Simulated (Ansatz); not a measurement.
This run works on a proposed trial structure, not on a known crystal.

Input and command of a plane-wave DFT calculation in Ansatz:

```yaml
crystal:
  lattice:
    - [3.9680907883, 0.0, 0.0]
    - [-1.9840453942, 3.4364674272, 0.0]
    - [0.0, 0.0, 13.2765106368]
  atoms:
    - { symbol: Sc, position: [0.0, 0.0, 0.0857192246] }
    - { symbol: Al, position: [0.0, 0.0, 0.3181273054] }
    - { symbol: Al, position: [0.6666666667, 0.3333333333, 0.565213665] }
    - { symbol: Al, position: [0.3333333333, 0.6666666667, 0.8122975239] }
    - { symbol: As, position: [0.6666666667, 0.3333333333, 0.2387792437] }
    - { symbol: As, position: [0.0, 0.0, 0.5010150061] }
    - { symbol: As, position: [0.6666666667, 0.3333333333, 0.748118089] }
    - { symbol: As, position: [0.3333333333, 0.6666666667, 0.9937299423] }
basis:
  ecutwfc: 420
kpoints:
  mp_grid: { grid: [12, 12, 2] }
hamiltonian:
  xc: pbe
scf:
  occupations: { method: gaussian, width: 0.02 }
output:
  forces: true
  stress: true
  eigenvalues: true
relax:
  adjacent_minimum: "off"
  f_tol: 0.01
  max_steps: 30
  cell: { stress_tol: 0.1, fix: [volume] }
```

```bash
ansatz run input.yaml --threads 1 --pin off --max-ram 2560MiB --backend cpu --events-out ev --progress --plain --runs-dir out
```

Processor: Arm Neoverse N1, 1 thread, on a host shared with other jobs.

Question: Estimate time, memory and problem size.

Answer: About 5.7 min, peak memory 0.54 GiB. It solves 48 bands at 38 k points (after reduction by symmetry) with about 3561 plane waves, in 43 SCF iterations over 6 ionic steps.
